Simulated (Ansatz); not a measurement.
TaC (rock salt, Fm-3m) under volume change, PBE in the plane-wave PAW code Ansatz, scaled uniformly.

| V (Å³/atom) | E − E(relaxed) (meV/atom) | P (GPa) |
|---|---|---|
| 10.196 | 108.2 | 37.27 |
| 10.533 | [?] | [?] |
| 10.869 | 10.8 | 10.53 |
| 11.205 | 0.0 | 0.00 |
| 11.541 | [?] | [?] |
| 11.877 | 36.9 | -16.73 |
| 12.213 | 79.1 | -23.32 |

Problem. Complete the blanks.

Solution. 
- 11.541, E − E(relaxed) (meV/atom): 9.7
- 11.541, P (GPa): -9.02
- 10.533, E − E(relaxed) (meV/atom): 45.4
- 10.533, P (GPa): 22.86

Problem. What does a third-order Birch–Murnaghan fit give for V₀, B₀ and B′?

Solution. V₀ = 11.20 Å³/atom, B₀ = 324 GPa, B′ = 4.2.

The cell was relaxed with PBE under the symmetry of its start. The run is not spin-polarised. Spin–orbit coupling is left out wherever it is not named.

Potentials: the later of the program's two PAW sets.
